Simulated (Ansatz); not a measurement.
Values for one crystal, relaxed and computed with DFT-r²SCAN in the program Ansatz with PAW potentials; other levels are named.

```yaml
volume_per_atom: 33.69 Å³
band_gap: 5.00 eV (direct)
Formation energy from the elements (no fitted shifts): -2.30 eV/atom
HSE06 gap on the r²SCAN cell: 5.75 eV
Electron effective mass with spin–orbit coupling: 0.53, 1.0, 1.0 mₑ (principal values)
electron_effective_mass: 0.53, 1.0, 1.0 mₑ (principal values)
valence_band_maximum: at Γ
```

Task: Pick the material that matches.
A. Cs2NaAlH6, Fm-3m (Cs on 8c, Na on 4b, Al on 4a, H on 24e)
B. Ba2MgMoO6, Fm-3m (Ba on 8c, Mg on 4b, Mo on 4a, O on 24e)
C. CaBr2, rutile
D. Ca2H3Br, P-3m1 (Ca on 2d, H on 2d, H on 1a, Br on 1b)

Result: C, CaBr2, rutile

Space group P4_2/mnm (rutile). The workflow started from a Materials Project entry (that database holds measured and hypothetical structures alike); the Crystallography Open Database copy checked does not list it. COD files the formula under space group No. 58, so this cell is another polymorph or a model. Whether it is the stable phase at ambient conditions was not checked. The cell was relaxed with r²SCAN under the symmetry of its start; whether a distortion lowers the energy is not shown. The references are the lowest solids computed at this level, not always the standard phases. Scalar-relativistic: spin–orbit coupling is off unless named, which matters more the heavier the elements.

Potentials: the later of the program's two PAW sets.
